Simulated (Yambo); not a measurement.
Yambo run on SiO₂ (α-quartz, space group P3_221, No. 154). The wavefunctions are LDA (Quantum ESPRESSO, PseudoDojo norm-conserving, 84 Ry, without SOC) ones on a 3×3×4 mesh (24 occupied bands); a = b = 4.917 Å, c = 5.432 Å, α = β = 90.00°, γ = 120.00°.

Yambo input:

```
rim_cut
gw0
dyson
el_el_corr
HF_and_locXC
ppa
em1d
RandQpts= 1000000
RandGvec= 1 Ry
EXXRLvcs= 84 Ry
VXCRLvcs= 336 Ry
Chimod= "HARTREE"
% BndsRnXp
 1 | 80 |
%
NGsBlkXp= 8 Ry
% LongDrXp
 1.0 | 1.0 | 1.0 |
%
PPAPntXp= 27.2114 eV
% GbndRnge
 1 | 80 |
%
GTermKind= "BG"
DysSolver= "n"
ExtendOut
% QPkrange
 1 | 1 | 24 | 25 |
 7 | 7 | 24 | 24 |
%
```

k points by index: 1 = Γ, 7 = K.

The o-*.qp file then holds:

```
#    K-point    Band    Eo [eV]    E [eV]    E-Eo [eV]    Vxc [eV]    Vnlxc [eV]    Sc|Eo [eV]    Sc|E [eV]    dSc/dw|Eo [eV]    Re(Z)    Im(Z)
#
    1    24    -0.312768    -1.953600    -1.640833    -19.26856    -25.25722    3.981005    4.347825    -6.082870    0.817298    -0.001080
    1    25    5.757090    7.349241    1.592150    -11.38252    -6.600751    -2.953847    -3.189621    -4.029404    0.871020    -0.797238E-3
    7    24    0.000000    -1.603281    -1.603281    -19.82021    -25.79596    4.013316    4.372468    -6.095215    0.816995    -0.001072
```
(The two width columns are left out.) Convergence of these settings isn't established.

Geometry of the Materials Project entry, not relaxed at this level.
